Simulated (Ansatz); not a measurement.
## Zone-centre phonons of BiTe: input and output

Theory: DFT LDA, scalar-relativistic, plane waves, PAW (Ansatz).

Launched with:
```bash
ansatz run input.yaml --threads 1 --pin off --max-ram 3072MiB --backend cpu --events-out ev --progress --plain --runs-dir out
```

Input (bare energies are in eV):
```yaml
crystal:
  lattice:
    - [0.0, 3.1772764265, 3.1772764265]
    - [3.1772764265, 0.0, 3.1772764265]
    - [3.1772764265, 3.1772764265, 0.0]
  atoms:
    - { symbol: Bi, position: [0.0, 0.0, 0.0] }
    - { symbol: Te, position: [0.5, 0.5, 0.5] }
basis:
  ecutwfc: 420
kpoints:
  mp_grid: { grid: [12, 12, 12] }
hamiltonian:
  xc: lda
scf:
  occupations: { method: fermi_dirac, width: 0.15 }
output:
  eigenvalues: true
phonons:
  method: dfpt
  eigenvectors: true
```

Results section of the output:
```
--- Phonons (Γ-DFPT): 2 representative perturbations + reference, on 163 of 1728 k-points (Σ response iterations 6) ---
  k mesh reduced under 8 symmetry operations, with k and −k counted as one. Each operation leaves every solved perturbation unchanged. A smaller set is not used because it would not reduce the number of displacements ...
  ASR residual: 1.544e-4 → 0.000e0 eV/Å²; symmetrization residual: 6.752e-6 eV/Å²
  ASR residual per site (eV/Å²): 1.44e-4 1.54e-4
  Γ frequencies (cm⁻¹): 0.00 0.00 0.00 100.13 100.13 100.13
  non-analytic LO–TO correction: not included (Born effective charges unavailable; polar crystals: no LO–TO splitting at Γ)
```

It took 53 s on 1 thread of Arm Neoverse V2, on a shared host, peak memory 0.88 GiB.

In a metal, frequencies and elastic constants depend on the k mesh and the smearing, soft modes and shear constants most. Spin–orbit coupling is left out, which can shift energies with elements as heavy as these.